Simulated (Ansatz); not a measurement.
## MnO: input and output of an SCF run

The cell (4 atoms) is MnO as a measured crystal structure (space group Fm-3m, primitive cell doubled). Source: COD entry 1010898, which need not be the ambient phase.

Method: Ansatz, DFT, PBE+U, PAW, plane waves, scalar-relativistic.

Input:

```yaml
crystal:
  lattice:
    - [-2.2075, -4.415, -2.2075]
    - [-2.2075, 0.0, -2.2075]
    - [2.2075, 0.0, -2.2075]
  atoms:
    - { symbol: Mn, position: [0.0, 0.0, 0.0], spin: 4.5 }
    - { symbol: Mn, position: [0.5, 0.0, 0.5], spin: -4.5 }
    - { symbol: O, position: [0.0, 0.5, 0.5] }
    - { symbol: O, position: [0.5, 0.5, 0.0] }
  symmetry: { detect: false, time_reversal: true }
magnetization:
  spin_polarized: true
hamiltonian:
  xc: pbe
  pseudopotentials: { kind: paw }
  hubbard:
    sites:
      - { site: 0, l: d, u_eff: 2.3, starting_ns: [{ spin: up, occupation_matrix: s0up }, { spin: down, occupation_matrix: s0down }] }
      - { site: 1, l: d, u_eff: 2.3, starting_ns: [{ spin: up, occupation_matrix: s1up }, { spin: down, occupation_matrix: s1down }] }
    occupation_matrices:
      s0up:
        matrix:
          - [0.999999, 0.0, 0.0, 0.0, 0.0]
          - [0.0, 0.999999, 0.0, 0.0, 0.0]
          - [0.0, 0.0, 0.999999, 0.0, 0.0]
          - [0.0, 0.0, 0.0, 0.999999, 0.0]
          - [0.0, 0.0, 0.0, 0.0, 0.999999]
      s0down:
        matrix:
          - [1.0e-06, 0.0, 0.0, 0.0, 0.0]
          - [0.0, 1.0e-06, 0.0, 0.0, 0.0]
          - [0.0, 0.0, 1.0e-06, 0.0, 0.0]
          - [0.0, 0.0, 0.0, 1.0e-06, 0.0]
          - [0.0, 0.0, 0.0, 0.0, 1.0e-06]
      s1down:
        matrix:
          - [0.999999, 0.0, 0.0, 0.0, 0.0]
          - [0.0, 0.999999, 0.0, 0.0, 0.0]
          - [0.0, 0.0, 0.999999, 0.0, 0.0]
          - [0.0, 0.0, 0.0, 0.999999, 0.0]
          - [0.0, 0.0, 0.0, 0.0, 0.999999]
      s1up:
        matrix:
          - [1.0e-06, 0.0, 0.0, 0.0, 0.0]
          - [0.0, 1.0e-06, 0.0, 0.0, 0.0]
          - [0.0, 0.0, 1.0e-06, 0.0, 0.0]
          - [0.0, 0.0, 0.0, 1.0e-06, 0.0]
          - [0.0, 0.0, 0.0, 0.0, 1.0e-06]
basis:
  ecutwfc: 420
kpoints:
  mp_grid: { grid: [5, 8, 7] }
scf:
  occupations: { method: gaussian, width: 0.1 }
  lower_state_search: "off"
  max_iter: 200
output:
  forces: true
  stress: true
  write_density: true
  write_potential: true
  elf: true
  volumetric_format: npy
```

The run was started with:
```sh
ansatz run input.yaml --threads 2 --pin off --max-ram 5120MiB --backend cpu --events-out ev --progress --plain --runs-dir out
```

Program output, abridged:

```
Mn: projections on atomic orbitals take those of the free atom [Ne] 3s2 3p6 3d5 4s2, of charge +0.00 (hamiltonian.pseudopotentials.projection_atoms); the dataset's partial waves leave at most 9.0e-7 of an orbital's norm unspanned inside its sphere
O: projections on atomic orbitals take those of the free atom [He] 2s2 2p4, of charge +0.00 (hamiltonian.pseudopotentials.projection_atoms); the dataset's partial waves leave at most 1.9e-8 of an orbital's norm unspanned inside its sphere
Pseudopotentials: kind: paw
Pseudopotential: Mn, paw, valence charge 15, recommended cutoff 420 eV (normal), Mn.paw.azcp
Pseudopotential: O, paw, valence charge 6, recommended cutoff 420 eV (normal), O.paw.azcp
Functional definition: PBE
Crystal: 4 atoms, lattice volume = 43.029 Å³
Basis set: ecut = 420 eV, 855 PW (Γ), exchange–correlation on 80×48×48 points (8 copies of the dense FFT grid, shifted against one another)
Bands: 31, of which v1, the nominal top of the filled ones, is band 21 counted from 1 (20 counted from 0)
Symmetry: 1 space group operations
k-points: 141 of 280 (time reversal used)
Non-local potential: Mn, projectors of the file, l = 0: 3, l = 1: 2, l = 2: 3, l = 3: 1
Non-local potential: O, projectors of the file, l = 0: 2, l = 1: 2, l = 2: 1
Initial density: superposition of atomic densities (chi_scale 0.1, normalization cell, long waves kept (reshape's long-wave potential 0.00 eV rms))
Starting moments: Σ|m| = 9 μB on 2 of 4 sites
Initial wavefunctions: pseudopotential atomic-orbital guess
Functional: x = pbe(κ = 0.804, μ = 0.2195149727645171), c = pbe(β = 0.06672455060314922)
SCF iter   1: F=—  HF=-8933.682105 eV  |F-HF|=—  |Δ(HF+E_count)|=         —  Δρ=1.06e-1 (↑1.06e-1 ↓1.06e-1)  dr2=1.57e1  dr2_m=1.87e-1  M=0.000 μB ∫|m|=8.903 μB  β_m=1.00  ethr=3.10e-3  ⟨swp⟩=4.8  Hψ=29363  notcnv=0  defer=12
preconditioner: auto → Kerker (q_TF=auto, 2.717 Å⁻¹)  [metal: Δε(μ)=0.005 eV  Ē_g=11.501 eV  σ=0.100 eV  W_gap=0.03  n_scr=14 (ndim 8)  ℏωp=28.9 eV  f_vac=0.000  D(μ)=1.61/eV (n_scr^D=14)]
spin=Collinear: Kerker preconditioning applied to the charge; magnetization (m = ρ↑ − ρ↓) channel mixes plain (no charge-response kernel on spin).
SCF iter   2: F=—  HF=-8931.655227 eV  |F-HF|=—  |Δ(HF+E_count)|=    2.03e0  Δρ=4.65e-2 (↑4.65e-2 ↓4.65e-2)  dr2=1.65e0  dr2_m=4.37e-1  M=0.000 μB ∫|m|=9.494 μB  β_m=1.00  ethr=3.10e-3  ⟨swp⟩=3.0  Hψ=19074  notcnv=0  defer=1080
preconditioner: auto → none  [insulator: Δε(μ)=0.693 eV  Ē_g=11.998 eV  σ=0.100 eV  W_gap=1.00  n_scr=14 (ndim 8)  ℏωp=28.9 eV  f_vac=0.000  D(μ)=0.00/eV (n_scr^D=0)  ε∞_Penn≈6.8]
SCF iter   3: F=—  HF=-8931.323296 eV  |F-HF|=—  |Δ(HF+E_count)|=   3.32e-1  Δρ=1.45e-2 (↑1.45e-2 ↓1.45e-2)  dr2=2.92e-1  dr2_m=9.03e-3  M=-0.000 μB ∫|m|=9.538 μB  β_m=1.00  ethr=3.10e-3  ⟨swp⟩=2.6  Hψ=15784  notcnv=0  defer=1092
SCF iter   4: F=—  HF=-8931.457493 eV  |F-HF|=—  |Δ(HF+E_count)|=   1.34e-1  Δρ=7.09e-3 (↑7.09e-3 ↓7.09e-3)  dr2=2.94e-2  dr2_m=3.42e-3  M=0.000 μB ∫|m|=9.556 μB  β_m=1.00  ethr=6.96e-4  ⟨swp⟩=2.2  Hψ=12730  notcnv=0  defer=1092
SCF iter   5: F=—  HF=-8931.554386 eV  |F-HF|=—  |Δ(HF+E_count)|=   9.69e-2  Δρ=2.05e-3 (↑2.05e-3 ↓2.05e-3)  dr2=5.24e-3  dr2_m=2.10e-4  M=-0.000 μB ∫|m|=9.572 μB  β_m=0.30  ethr=7.00e-5  ⟨swp⟩=2.0  Hψ=17902  notcnv=0  defer=1076
Mixer restart at iter 5: flushing history
spin-set hold released at iteration 5 (site moments contracting): the magnetisation degrees of freedom join the quasi-Newton model from the next iteration; the mixer history was flushed
SCF iter   6: F=—  HF=-8931.584928 eV  |F-HF|=—  |Δ(HF+E_count)|=   3.05e-2  Δρ=7.54e-4 (↑7.54e-4 ↓7.54e-4)  dr2=3.39e-4  dr2_m=8.49e-5  M=-0.000 μB ∫|m|=9.569 μB  β_m=0.60  ethr=1.25e-5  ⟨swp⟩=2.1  Hψ=10706  notcnv=0  defer=1076
SCF iter   7: F=—  HF=-8931.621010 eV  |F-HF|=—  |Δ(HF+E_count)|=   3.61e-2  Δρ=4.10e-3 (↑4.10e-3 ↓4.10e-3)  dr2=2.38e-2  dr2_m=1.67e-4  M=0.000 μB ∫|m|=9.574 μB  β_m=0.45  ethr=8.07e-7  ⟨swp⟩=3.0  Hψ=18232  notcnv=0  defer=1076
SCF iter   8: F=—  HF=-8931.615440 eV  |F-HF|=—  |Δ(HF+E_count)|=   5.57e-3  Δρ=1.33e-4 (↑1.33e-4 ↓1.33e-4)  dr2=2.43e-6  dr2_m=5.30e-6  M=-0.000 μB ∫|m|=9.570 μB  β_m=0.59  ethr=8.07e-7  ⟨swp⟩=2.8  Hψ=18216  notcnv=0  defer=1076
SCF iter   9: F=—  HF=-8931.615442 eV  |F-HF|=—  |Δ(HF+E_count)|=   2.53e-6  Δρ=6.14e-5 (↑6.13e-5 ↓6.14e-5)  dr2=5.97e-7  dr2_m=1.13e-6  M=0.000 μB ∫|m|=9.570 μB  β_m=0.79  ethr=5.78e-9  ⟨swp⟩=2.1  Hψ=13824  notcnv=0  defer=1076
SCF iter  10: F=-8931.615443 eV  HF=-8931.615443 eV  |F-HF|=3.88e-9  |Δ(HF+E_count)|=   5.78e-7  Δρ=4.15e-6 (↑4.15e-6 ↓3.35e-6)  dr2=5.91e-9  dr2_m=2.63e-9  M=-0.000 μB ∫|m|=9.570 μB  ethr=2.38e-10  ⟨swp⟩=11.0  Hψ=61590  notcnv=0
SCF 1 converged in 10 iterations: F = -8931.615443 eV  dr2 = 5.91e-9
  greatest PAW one-centre occupation: 1.004 electrons in one spin orbital (limit 2), on the Mn atom at site 0 (counted from 0), in its partial waves of l = 1
SCF converged after 10 iterations
Magnetization: -0.0000 μB (21.0000 up, 21.0000 down)
Absolute magnetization: 9.5701 μB (∫|ρ↑−ρ↓|, with the PAW one-centre terms)
Spin contamination: 4.9440 ħ² per cell (⟨S²⟩ above its minimum at these occupations)
Per-site moments (μB) at R_I (Å): [(4.2041, 0.9105), (-4.2041, 0.9105), (0.0748, 0.9105), (-0.0748, 0.9105)]
Free energy (F): -8931.615443 eV
Harris-Foulkes:  -8931.615443 eV  (|F-HF|=3.88e-9)
Internal energy: -8931.615437 eV  (E = F + TS)
E sigma→0 (E₀):  -8931.615440 eV
Entropy (-TS):   -0.000006 eV (-0.001 meV/atom)
Fermi energy:    13.750795 eV
--- Per-component energies (eV) ---
  E_band       = -492.245838
  E_kinetic    = 948.927355
  E_local      = -4413.895418  (includes V_loc(G=0)·N_el)
  E_nonlocal   = 606.442715
  E_hartree    = 1770.852459
  E_xc         = -369.785260
  E_vxc        = -472.414755  (∫ρ·V_xc dr)
  E_hubbard    = 0.762441  (on-site DFT+U / exact-exchange correction)
  E_vhub       = -10.646485  (the Hubbard potential's part of the band-sum identity)
  E_paw        = -2932.265611  (= ΣΔE_a)
  E_vpaw       = -692.363525  (= ΣTr[D̂ρ^β])
  E_aug_tail   = 0.004881  (compensation charges beyond the density's cutoff)
  E_ewald      = -4542.658999
  E_smearing   = -0.000006  (= −TS)
  E_closure    = 0.000000  (closes the sum)
  Σ components = -8931.615443   (vs F -8931.615443, Δ=0.00e0)
--- Specified on-site occupations, and those of the state reported ---
  electrons in the specified blocks: 10.0000 specified, 10.5838 found
  site 1 (l=d) ↑: largest change of an orbital's occupation 0.1032; electrons 0.0000 specified, 0.3246 found; spectral distance 0.1601
  site 0 (l=d) ↓: largest change of an orbital's occupation 0.1032; electrons 0.0000 specified, 0.3246 found; spectral distance 0.1601
  site 0 (l=d) ↑: largest change of an orbital's occupation 0.0078; electrons 5.0000 specified, 4.9673 found; spectral distance 0.0154
  site 1 (l=d) ↓: largest change of an orbital's occupation 0.0078; electrons 5.0000 specified, 4.9673 found; spectral distance 0.0154
--- Forces (eV/Å), atoms counted from 1 ---
  atom   1  Mn     0.00000001     0.00000029     0.00000003
  atom   2  Mn    -0.00000004    -0.00000052     0.00000006
  atom   3  O     -0.00000001     0.00000000     0.00000001
  atom   4  O      0.00000000     0.00000002    -0.00000001
  max |Σ_I F_I| component: 2.04e-7 eV/Å
--- Stress (GPa, compression-positive) ---
        9.349663       0.000105      -0.000443
        0.000105       8.277140       0.000105
       -0.000443       0.000105       9.349663
  P = ⅓ Tr σ = 8.9922 GPa (89.922 kbar)
--- Band table (eV; the first three rows and the last of 282) ---
  k-point 0 ↑: bands = ["-68.0507", "-63.0753", "-36.8250", "-36.8004", "-36.8004", "-31.9538", "-31.9161", "-31.9161", "-6.2203", "-5.2391", "7.0859", "8.6367", "9.3229", "9.3229", "9.7499", "9.7499", "9.9720", "10.2092", "10.3925", "10.3975", "10.3975", "13.9568", "14.7773", "16.3796", "16.4562", "16.4562", "16.4816", "20.0739", "22.2972", "25.1334", "28.1203"]
  k-point 1 ↑: bands = ["-68.0502", "-63.0748", "-36.8243", "-36.8074", "-36.7997", "-31.9532", "-31.9249", "-31.9151", "-6.0997", "-5.2020", "7.1400", "7.9935", "8.5870", "9.3422", "9.4780", "9.5100", "9.7696", "9.7711", "10.6075", "10.6657", "11.3352", "14.8000", "15.1647", "16.4054", "16.4582", "16.6441", "16.7294", "20.5456", "22.3394", "24.1725", "27.0834"]
  k-point 2 ↑: bands = ["-68.0493", "-63.0734", "-36.8228", "-36.8228", "-36.7980", "-31.9519", "-31.9446", "-31.9129", "-5.7896", "-5.1439", "6.8856", "7.2919", "7.7782", "8.1642", "9.0229", "9.4302", "9.8194", "9.8407", "10.9076", "10.9486", "12.5529", "15.9164", "16.1948", "16.3033", "16.4626", "17.1422", "17.5142", "21.7063", "22.3012", "22.5263", "25.3720"]
  k-point 140 ↓: bands = ["-68.0498", "-63.0744", "-36.8245", "-36.8067", "-36.8050", "-31.9541", "-31.9240", "-31.9218", "-5.6111", "-5.4071", "6.7385", "7.1583", "7.8719", "8.1845", "8.5568", "9.1996", "10.1709", "10.6623", "10.7385", "10.8674", "12.7783", "15.3509", "16.4080", "16.5687", "16.7897", "17.3622", "17.8852", "19.0924", "23.9703", "24.9678", "25.0835"]
```

Among 16 converged runs of this cell from various starts and settings, this end is the lowest found.

A static U favours moments and orbital order; the result depends on U and need not be the measured state. The mesh is too coarse to rank close states of a metal with certainty: differences of some tens of meV/atom may change, at times in sign. The mesh has less symmetry than the lattice, which lowers the symmetry of the run.

The run took 33 s on 2 threads of Arm Neoverse V2, with other jobs on the host, peak memory 0.69 GiB.
